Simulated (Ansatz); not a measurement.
The relaxed structure here is a generated cell of HgTe: the first start was made by placing the elements on the sites of a structure type, and the end was not matched to a known phase here, so it may be hypothetical. Known forms of HgTe include space group No. 216.

One starting cell of HgTe (a generated cell, HgTe placed in the AFLOW prototype AB_cI16_199_a_a (B_a)) was relaxed twice with Ansatz (plane waves, PAW, scalar-relativistic): with r2SCAN at 500 eV and with PBE at 420 eV. The r2SCAN result:

```xyz
8
Lattice="-4.1610 4.1610 4.1610 4.1610 -4.1610 4.1610 4.1610 4.1610 -4.1610" Properties=species:S:1:pos:R:3 pbc="T T T"
Te     3.1207     3.1207     3.1207
Te     1.0402     5.2012    -1.0402
Te     5.2012    -1.0402     1.0402
Te    -1.0402     1.0402     5.2012
Hg     1.0402     1.0402     1.0402
Hg    -1.0402     3.1207     1.0402
Hg     3.1207     1.0402    -1.0402
Hg     1.0402    -1.0402     3.1207
```

```tsv
quantity	r2SCAN	PBE
space group	I4₁32	I4₁32
volume (Å³/atom)	36.02	…
a (Å)	8.322	…
gap (eV, no spin-orbit coupling)	0.00	…
```

Q: Fill in the PBE column.

A: 
- volume (Å³/atom), PBE: 37.34
- a (Å), PBE: 8.423
- gap (eV, no spin-orbit coupling), PBE: 0.00

Both levels end in the same structure; PBE's volume is 3.7 % larger. Neither column is exact.

No spin polarisation in the result.

The run could not lose the symmetry of its start: the end is stationary, and may be a saddle point rather than a minimum.

Ansatz is a program for electronic structure.
